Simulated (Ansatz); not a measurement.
The elements of this relaxed trial crystal are hidden behind letters.

```
lattice vectors (Å)
  -2.8942    2.8942    2.8942
   2.8942   -2.8942    2.8942
   2.8942    2.8942   -2.8942
fractional positions
X 0.0000 0.5000 0.0000
X 0.5000 0.5000 0.5000
X 0.0000 0.0000 0.5000
X 0.5000 0.0000 0.0000
Z 0.0000 0.0000 0.0000
```

Computed with DFT PBE, scalar-relativistic, plane waves, PAW (Ansatz 0.2.0). The final run on the 5-atom cell used 420 eV, a Γ-centred 10×10×10 mesh, 0.10 eV smearing and no spin polarisation.

* Space group: Im-3m (No. 229)
* Conventional cell: a = 5.788 Å
* Volume per atom: 19.39 Å³
* Density: 2.38 g/cm³
* Energy over the elements: +0.28 eV/atom
* Gap on the 10×10×10 mesh of the 5-atom cell: 0 eV (a metal)

Energies are uncorrected and count from the elements' standard states at the same level.

Question: X is a p-block element of period 3 and Z is a p-block element of period 3. Which elements are they?

Answer: X = Al, Z = P, so the formula is Al4P. Density times volume gives a mean mass of 2.38 × 19.39/1.6605 = 27.8 u per atom, and this set has 27.8 u. Around Al lie 2 P at 2.51 Å and 6 Al at 2.89 Å; around P lie 8 Al at 2.51 Å. Other sets within the hints have nearly the same mass, so mass alone doesn't settle it; this one was computed.

The cell is a metal run without spin; a magnetic state may lie lower. A structure relaxed within its symmetry needn't be a true minimum. Another cell of Al4P relaxed alike, in I4/mmm, lies 119 meV/atom lower, so this cell isn't the stable form at this level.
